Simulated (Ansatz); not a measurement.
Values for one crystal, relaxed and computed with the program Ansatz at the r²SCAN level (PAW); other levels are named.

| Quantity | Result |
|---|---|
| Volume per atom | 18.27 Å³ |
| Band gap | 2.51 eV (indirect) |
| HSE06 gap on the r²SCAN cell | 3.05 eV |
| Hole effective mass | 1.0, 1.0, 19 mₑ (principal values) |
| Bulk modulus (Birch–Murnaghan fit) | 118 GPa |
| Hole effective mass with spin–orbit coupling | 1.0, 1.0, 11 mₑ (principal values) |
| Valence-band maximum | at W |

Task: Which of these materials gives this?
A. AlN, wurtzite
B. YN, zinc blende
C. GaN, P4_2/mnm (Ga on 4g, N on 4f)
D. AlN, rock salt

Result: B, YN, zinc blende

Space group F-43m (zinc blende). The start of the workflow was typed in or built on a structure type; the Crystallography Open Database copy checked does not list it. COD files the formula under space group No. 225, so this cell is another polymorph or a model. Whether it is the stable phase at ambient conditions was not checked. The r²SCAN relaxation kept the symmetry of its start; whether a distortion lowers the energy is not shown. The run is not spin-polarised. Spin–orbit coupling is left out wherever it is not named.

Potentials: the later of the program's two PAW sets.
